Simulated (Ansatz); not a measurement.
PbSe (rock salt)

```yaml
crystal:
  lattice:
    - [0.00000, 3.10888, 3.10888]
    - [3.10888, 0.00000, 3.10888]
    - [3.10888, 3.10888, 0.00000]
  atoms:
    - { symbol: Se, position: [0.00000, 0.00000, 0.00000] }
    - { symbol: Pb, position: [0.50000, 0.50000, 0.50000] }
```

In each cell atom 2 (Pb, nearest neighbour Se at 3.109 Å; its periodic images, 4.4 Å or more away, move with it) moves by s·(0.577, 0.577, 0.577) (along Cartesian [111]), the rest being held.

The numbers are results of PBE (plane waves to 420 eV, PAW, scalar-relativistic; Ansatz, a program for electronic structure), not measurements. k mesh 8×8×8 (Γ-centred), Fermi-Dirac smearing 0.05 eV. Energies are smeared free energies. PbSe was relaxed with its symmetry unable to fall. Spin-orbit coupling is left out, though Pb is heavy. The zero of ΔE is the undisplaced structure.

```json
[
 {"s (Å)": "-0.930", "ΔE (meV/cell)": "741"},
 {"s (Å)": "-0.744", "ΔE (meV/cell)": "408"},
 {"s (Å)": "-0.558", "ΔE (meV/cell)": "174"},
 {"s (Å)": "-0.372", "ΔE (meV/cell)": "withheld"},
 {"s (Å)": "-0.186", "ΔE (meV/cell)": "6"},
 {"s (Å)": "0.000", "ΔE (meV/cell)": "0"},
 {"s (Å)": "0.186", "ΔE (meV/cell)": "6"},
 {"s (Å)": "0.372", "ΔE (meV/cell)": "withheld"},
 {"s (Å)": "0.558", "ΔE (meV/cell)": "174"},
 {"s (Å)": "0.744", "ΔE (meV/cell)": "408"},
 {"s (Å)": "0.930", "ΔE (meV/cell)": "741"}
]
```

Q: Fit an even polynomial form (powers 2, 4, 6) to the given rows and predict ΔE at s = -0.372.

A: Least squares on the 9 given rows: ΔE = (205.7)·s² + (1333)·s⁴ + (-671.2)·s⁶, in meV/cell with s in Å; root-mean-square residual 1.4 meV/cell. At -0.372 the fit gives 52 meV/cell; the calculation gives 48 meV/cell, so the interpolation is off by 4 (+8.3 %). The quadratic term alone would give 28 meV/cell.

(A displaced cell: forces are minus the slopes of the energy, force constants its curvatures, and phonons follow from these.)
